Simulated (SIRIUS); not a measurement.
A self-consistent single point of InSe (C2/m, 4 atoms in the cell; from Materials Project mp-21405, changed as shown).

```xyz
4
Lattice="5.7099 -2.0136 0.0000 5.7099 2.0136 0.0000 -1.6888 0.0000 4.6759" Properties=species:S:1:pos:R:3 pbc="T T T"
In    -0.3329     0.0000     4.4569
In    10.0639     0.0000     0.2190
Se     3.3130     0.0000     1.5479
Se     6.4179     0.0000     3.1280
```

Computed with LDA (PW92), FP-LAPW (LAPW with two local orbitals a valence shell; core below -3 Ha), all-electron full potential with ZORA scalar-relativistic valence and Dirac core (SIRIUS 7.12.0).

SIRIUS settings:

- parameters.ngridk: 6 6 4
- basis: LAPW with two local orbitals a valence shell, core below -3 Ha
- unit_cell.atom_type_rmt: {In: 2.4, Se: 2.38} bohr
- parameters.xc_functionals: [XC_LDA_X, XC_LDA_C_PW]
- parameters.aw_cutoff: 7
- parameters.pw_cutoff: 20 1/bohr
- parameters.smearing: fermi_dirac
- parameters.smearing_width: 0.000367493 Ha
- parameters.electronic_structure_method: full_potential_lapwlo
- parameters.lmax_apw: 8
- parameters.lmax_rho: 8
- parameters.lmax_pot: 8
- parameters.auto_rmt: 0
- parameters.num_fv_states: 42
- parameters.num_mag_dims: 0
- parameters.num_dft_iter: 100
- parameters.energy_tol: 1e-07 Ha
- parameters.density_tol: 1e-06
- mixer.type: anderson
- mixer.beta: 0.4
- mixer.use_hartree: false

Results:

* **Number of valence electrons**: 70
* **Number of bands**: 42
* **Number of k-points after the program's reduction**: 47
* **Size of the basis**: 411
* **Number of SCF iterations**: 12
* **FFT grid**: 75 × 75 × 64
* **Free energy E − TS**: -451992.5061 eV
* **Gap on the k-point mesh**: 1.11 eV
* **Largest force (vector length)**: 0.387 eV/Å

Forces (eV/Å):
```tsv
atom	Fx	Fy	Fz
In1	-0.207	0.000	0.051
In2	0.207	0.000	-0.051
Se3	-0.025	0.000	0.386
Se4	0.025	0.000	-0.386
```

The gap is read on the k-point mesh of the run and can differ from the gap over the whole zone at this level.

For comparison: a first run was changed to give this one (lattice scaled by 0.98), and from it to this one the free energy falls by 15.0 meV/atom, the largest force goes from 0.100 to 0.387 eV/Å and the gap on the mesh goes from 1.021 to 1.114 eV.

The structure comes from a collection of computed structures, made at another level of theory; the collection holds predicted forms beside known ones. Values depend on the basis (sphere radii, cutoffs, local orbitals), which need not be converged.

Cost on one core: very roughly 70 core-seconds.
